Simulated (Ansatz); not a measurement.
The relaxed structure here is a generated cell of TiO: the first start was made by placing the elements on the sites of a structure type, and the end was not matched to a known phase here, so it may be hypothetical.

The end point of a relaxation of TiO. Space group P6₃mc (No. 186). All values below come from PBEsol (plane waves to 420 eV, PAW, scalar-relativistic; Ansatz, an electronic-structure program).

```cif
data_O4Ti4
_chemical_formula_sum 'Ti4 O4'
_space_group_name_H-M_alt 'P 1'
_space_group_IT_number 1
_cell_length_a 2.96423
_cell_length_b 2.96423
_cell_length_c 12.07122
_cell_angle_alpha 90.000
_cell_angle_beta 90.000
_cell_angle_gamma 120.000
loop_
_space_group_symop_operation_xyz
  'x, y, z'
loop_
_atom_site_label
_atom_site_type_symbol
_atom_site_fract_x
_atom_site_fract_y
_atom_site_fract_z
_atom_site_occupancy
Ti1 Ti 0.00000 0.00000 0.01537 1
Ti2 Ti 0.00000 0.00000 0.51537 1
Ti3 Ti 0.33333 0.66667 0.26567 1
Ti4 Ti 0.66667 0.33333 0.76567 1
O1 O 0.00000 0.00000 0.17138 1
O2 O 0.00000 0.00000 0.67138 1
O3 O 0.33333 0.66667 0.42194 1
O4 O 0.66667 0.33333 0.92194 1
```

Problem. What is the computed band gap (PBEsol)?

Solution. No clear gap: the sampled points leave 0.06 eV away from the symmetry points, which may be a band crossing missed between them.

Problem. What is the computed smallest direct gap (PBEsol)?

Solution. 0.19 eV at k = (0.2778, 0.2778, 0).

No spin polarisation in the result. No Hubbard U is applied.

The run could not lose the symmetry of its start: the end is stationary, and may be a saddle point rather than a minimum.
